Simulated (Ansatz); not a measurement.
**Zone-centre phonons of C at 22 GPa: input and output**

These are results of DFT LDA, scalar-relativistic, plane waves, PAW in Ansatz 0.2.0, not measurements.

Launched with:
```bash
ansatz run input.yaml --threads 1 --pin off --max-ram 3072MiB --backend cpu --events-out ev --progress --plain --runs-dir out
```

Input (bare energies are in eV):
```yaml
crystal:
  lattice:
    - [1.2057263803, 0.6961264503, 2.7164693103]
    - [-1.2057263803, 0.6961264503, 2.7164693103]
    - [0.0, -1.3922529005, 2.7164693103]
  atoms:
    - { symbol: C, position: [0.1659936138, 0.1659936138, 0.1659936138] }
    - { symbol: C, position: [0.8340063862, 0.8340063862, 0.8340063862] }
basis:
  ecutwfc: 420
kpoints:
  mp_grid: { grid: [12, 12, 12] }
hamiltonian:
  xc: lda
scf:
  occupations: { method: fixed }
output:
  eigenvalues: true
phonons:
  method: dfpt
  dielectric: true
  rigid_motions: translations
  eigenvectors: true
```

The end of the output:
```
--- Phonons (Γ-DFPT): 2 representative perturbations + reference, on 476 of 1728 k-points (Σ response iterations 6) ---
  k mesh reduced under 2 symmetry operations, with k and −k counted as one. Each operation leaves every solved perturbation unchanged. A smaller set is not considered because the run solves the response ...
  ASR residual: 6.761e-4 → 0.000e0 eV/Å²; symmetrization residual: 1.485e-7 eV/Å²
  ASR residual per site (eV/Å²): 6.76e-4 6.76e-4
  Γ frequencies (cm⁻¹): 0.00 0.00 0.00 839.58 1684.94 1684.94
  ε∞ (high-frequency dielectric tensor):
       85.107801     0.000000     0.000000
        0.000000    85.107801    -0.000000
        0.000000    -0.000000    17.654951
  ε⁰ (static dielectric tensor: ions relaxed, cell fixed):
       85.107801     0.000000     0.000000
       -0.000000    85.107801    -0.000000
        0.000000    -0.000000    17.654951
  ε⁰ − ε∞ (ionic part):
        0.000000    -0.000000    -0.000000
       -0.000000     0.000000    -0.000000
       -0.000000    -0.000000     0.000000
  softest optical mode at Γ: 839.58 cm⁻¹; the repairs (sum rule, projections) moved no ω² at Γ by more than (3.92 cm⁻¹)²
  Born effective charges Z* (e; rows j = field, columns β = displacement):
    site 0:
         0.00000    0.00000   -0.00000
         0.00000    0.00000    0.00000
         0.00000   -0.00000    0.00000
    site 1:
         0.00000   -0.00000    0.00000
         0.00000    0.00000   -0.00000
        -0.00000    0.00000    0.00000
  Z* charge neutrality: 1.040e-2 e pre-enforcement
  solved inside a basis spanned on kpoints, on 30×30×30 k-points, which do not settle them: ε∞ is read to err by 1.1e5, Z* by 1.2e-2 e (field_mesh: kpoints solves on kpoints)
  optical modes at Γ without the LO–TO term, one row a degenerate level:
      ω (cm⁻¹) modes IR ((D/Å)²/amu)
        839.58      1             0.0000
       1684.94      2             0.0000
  optical modes at Γ + LO–TO along q̂ = [1.0000, 0.0000, 0.0000]:
      ω (cm⁻¹) modes IR ((D/Å)²/amu)
        839.58      1             0.0000
       1684.94      2             0.0000
  optical modes at Γ + LO–TO along q̂ = [0.0000, 1.0000, 0.0000]:
      ω (cm⁻¹) modes IR ((D/Å)²/amu)
        839.58      1             0.0000
       1684.94      2             0.0000
  optical modes at Γ + LO–TO along q̂ = [0.0000, 0.0000, 1.0000]:
      ω (cm⁻¹) modes IR ((D/Å)²/amu)
        839.58      1             0.0000
       1684.94      2             0.0000
```

The run took 3.9 min on 1 thread of Intel(R) Xeon(R) Processor @ 2.50GHz (Skylake/Cascade Lake) (shared host), peak memory 1.8 GiB.

The crystal is built of layers and no dispersion correction was added, so the binding between them is poorly described, and with it their spacing and whatever depends on it. The run warned that the response to a field isn't converged on this k mesh, and the frequencies, which stand on the same mesh, can be rough too. The bands were filled as in an insulator; under compression the gap may have closed between mesh points.